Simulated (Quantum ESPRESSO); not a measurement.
## Si2BPC4 (input and log of a self-consistent run)

A calculation, not a measurement. The program is pw.x of Quantum ESPRESSO 7.5 (plane-wave density functional theory). The cell is made up: 8 atoms on a zincblende/diamond lattice, with randomly drawn elements, strain and displacements, not relaxed. PseudoDojo standard norm-conserving files (v0.5 for PBE, v0.4.1 for LDA and PBEsol) set the functional; there is no spin polarisation, spin-orbit coupling or dispersion term, and the masses in the input are unused placeholders.

Input:

```
&control calculation='scf', pseudo_dir='./dojo.nc.sr.pbe.v0_5.standard.upf', outdir='./o', disk_io='medium', tprnfor=.true., tstress=.true. /
&system ibrav=0, nat=8, ntyp=4, nbnd=22, ecutwfc=82.02448710, nosym=.true., tot_charge=0,
 occupations='smearing', smearing='fd', degauss=0.0018374661
/
&electrons conv_thr=7.350e-09, electron_maxstep=60, /
ATOMIC_SPECIES
B 1.0 B.upf
C 1.0 C.upf
P 1.0 P.upf
Si 1.0 Si.upf
CELL_PARAMETERS angstrom
4.4605 0.0 0.0
0.0 4.4605 0.0
0.0 0.0 4.5105
ATOMIC_POSITIONS angstrom
Si -0.0806 0.0785 -0.061
B -0.0868 2.4486 2.2595
Si 2.2173 -0.0755 2.2772
P 2.2858 2.2648 0.1216
C 1.0685 1.0398 1.3238
C 1.0387 3.4263 3.3155
C 3.2544 1.0946 3.3898
C 3.5511 3.4016 1.1135
K_POINTS automatic
4 4 4 1 1 1
```

The log is shortened where brackets say so; the opening notice, blank lines, dates and the lines on written files are dropped, and the path of the files is cut. It prints rydbergs, bohrs and kilobars, and counts compression as positive stress.

```
     Program PWSCF v.7.5
     Parallel version (MPI & OpenMP), running on       1 processor cores
     Number of MPI processes:                 1
     Threads/MPI process:                     1
     [start-up lines left out]
     bravais-lattice index     =            0
     lattice parameter (alat)  =       8.4291  a.u.
     unit-cell volume          =     605.6035 (a.u.)^3
     number of atoms/cell      =            8
     number of atomic types    =            4
     number of electrons       =        32.00
     number of Kohn-Sham states=           22
     kinetic-energy cutoff     =      82.0245  Ry
     charge density cutoff     =     328.0979  Ry
     scf convergence threshold =      7.3E-09
     mixing beta               =       0.7000
     number of iterations used =            8  plain     mixing
     Exchange-correlation= PBE
                           (   1   4   3   4   0   0   0)
     [axes and pseudopotential details left out]
   Cartesian axes
     site n.     atom                  positions (alat units)
         1        Si     tau(   1) = (  -0.0180697   0.0175989  -0.0136756  )
         2        B      tau(   2) = (  -0.0194597   0.5489519   0.5065576  )
         3        Si     tau(   3) = (   0.4970967  -0.0169264   0.5105257  )
         4        P      tau(   4) = (   0.5124538   0.5077458   0.0272615  )
         5        C      tau(   5) = (   0.2395471   0.2331129   0.2967829  )
         6        C      tau(   6) = (   0.2328663   0.7681426   0.7433023  )
         7        C      tau(   7) = (   0.7296043   0.2453985   0.7599596  )
         8        C      tau(   8) = (   0.7961215   0.7626051   0.2496357  )
     number of k points=    32  Fermi-Dirac smearing, width (Ry)=  0.0018
                       cart. coord. in units 2pi/alat
        k(    1) = (   0.1250000   0.1250000   0.1236143), wk =   0.0625000
        k(    2) = (   0.1250000   0.1250000   0.3708430), wk =   0.0625000
     [further k points left out]
     Dense  grid:    60909 G-vectors     FFT dimensions: (  50,  50,  50)
     Estimated max dynamical RAM per process >      69.07 MB
     Initial potential from superposition of free atoms
     starting charge      31.9982, renormalised to      32.0000
     Starting wfcs are   32 randomized atomic wfcs
     total cpu time spent up to now is        6.1 secs
     per-process dynamical memory:    52.7 Mb
     Self-consistent Calculation
     iteration #  1     ecut=    82.02 Ry     beta= 0.70
     Davidson diagonalization with overlap
     ethr =  1.00E-02,  avg # of iterations =  3.0
     total cpu time spent up to now is       19.9 secs
     total energy              =     -84.07646881 Ry
     estimated scf accuracy    <       1.33370049 Ry
     iteration #  2     ecut=    82.02 Ry     beta= 0.70
     Davidson diagonalization with overlap
     ethr =  4.17E-03,  avg # of iterations =  2.0
     total cpu time spent up to now is       29.6 secs
     total energy              =     -84.41409737 Ry
     estimated scf accuracy    <       1.15850749 Ry
     iteration #  3     ecut=    82.02 Ry     beta= 0.70
     Davidson diagonalization with overlap
     ethr =  3.62E-03,  avg # of iterations =  2.0
     total cpu time spent up to now is       39.8 secs
     total energy              =     -84.60405803 Ry
     estimated scf accuracy    <       0.04084904 Ry
     iteration #  4     ecut=    82.02 Ry     beta= 0.70
     Davidson diagonalization with overlap
     ethr =  1.28E-04,  avg # of iterations =  5.5
     total cpu time spent up to now is       50.4 secs
     total energy              =     -84.62281213 Ry
     estimated scf accuracy    <       0.00429027 Ry
     iteration #  5     ecut=    82.02 Ry     beta= 0.70
     Davidson diagonalization with overlap
     ethr =  1.34E-05,  avg # of iterations =  7.8
     total cpu time spent up to now is       62.1 secs
     total energy              =     -84.62360958 Ry
     estimated scf accuracy    <       0.00241955 Ry
     [iterations 6 to 7 left out]
     iteration #  8     ecut=    82.02 Ry     beta= 0.70
     Davidson diagonalization with overlap
     ethr =  4.60E-08,  avg # of iterations =  5.1
     total cpu time spent up to now is       93.7 secs
     total energy              =     -84.62377440 Ry
     estimated scf accuracy    <       0.00001167 Ry
     iteration #  9     ecut=    82.02 Ry     beta= 0.70
     Davidson diagonalization with overlap
     ethr =  3.65E-08,  avg # of iterations =  2.0
     total cpu time spent up to now is      102.2 secs
     total energy              =     -84.62377493 Ry
     estimated scf accuracy    <       0.00000173 Ry
     iteration # 10     ecut=    82.02 Ry     beta= 0.70
     Davidson diagonalization with overlap
     ethr =  5.41E-09,  avg # of iterations =  3.5
     total cpu time spent up to now is      111.7 secs
     total energy              =     -84.62377545 Ry
     estimated scf accuracy    <       0.00000009 Ry
     iteration # 11     ecut=    82.02 Ry     beta= 0.70
     Davidson diagonalization with overlap
     ethr =  2.97E-10,  avg # of iterations =  4.0
     total cpu time spent up to now is      119.2 secs
     total energy              =     -84.62377546 Ry
     estimated scf accuracy    <       0.00000009 Ry
     iteration # 12     ecut=    82.02 Ry     beta= 0.70
     Davidson diagonalization with overlap
     ethr =  2.74E-10,  avg # of iterations =  2.0
     total cpu time spent up to now is      126.8 secs
     End of self-consistent calculation
     [lines on levels left out]
!    total energy              =     -84.62377547 Ry
     estimated scf accuracy    <          5.8E-09 Ry
     smearing contrib. (-TS)   =      -0.00000000 Ry
     internal energy E=F+TS    =     -84.62377547 Ry
     The total energy is F=E-TS. E is the sum of the following terms:
     one-electron contribution =      17.42711874 Ry
     hartree contribution      =       9.36831506 Ry
     xc contribution           =     -29.39592065 Ry
     ewald contribution        =     -82.02328862 Ry
     convergence has been achieved in  12 iterations
     Forces acting on atoms (cartesian axes, Ry/au):
     atom    1 type  4   force =     0.10743181    0.02501064    0.02597334
     atom    2 type  1   force =     0.06916054   -0.07577682    0.01367495
     atom    3 type  4   force =     0.02110805    0.05749891   -0.00893273
     atom    4 type  3   force =    -0.04743043   -0.05391169   -0.04373593
     atom    5 type  2   force =    -0.02724911    0.11033189   -0.09146284
     atom    6 type  2   force =    -0.02656284   -0.08321479    0.03036667
     atom    7 type  2   force =     0.01421250    0.10074698    0.00558892
     atom    8 type  2   force =    -0.11067052   -0.08068513    0.06852762
     Total force =     0.313250     Total SCF correction =     0.000045
     Computing stress (Cartesian axis) and pressure
          total   stress  (Ry/bohr**3)                   (kbar)     P=     -232.19
  -0.00144371   0.00004890  -0.00018557         -212.38        7.19      -27.30
   0.00004890  -0.00161657  -0.00026839            7.19     -237.81      -39.48
  -0.00018557  -0.00026839  -0.00167496          -27.30      -39.48     -246.39
     init_run     :      5.83s CPU      5.95s WALL (       1 calls)
     electrons    :    111.84s CPU    120.71s WALL (       1 calls)
     forces       :      1.20s CPU      1.23s WALL (       1 calls)
     stress       :      4.50s CPU      4.54s WALL (       1 calls)
     [timing details left out]
     PWSCF        :   2m 3.59s CPU   2m12.74s WALL
     JOB DONE.
```

In other units: free energy -1151.365 eV for the cell, pressure -23.22 GPa, largest force component 2.845 eV/Å. A rerun of the same cell at another strain at 1347 eV and a 6 x 6 x 6 mesh moved values by no more than 0.007 eV in energy, 0.08 GPa in stress and 0.005 eV/Å in force.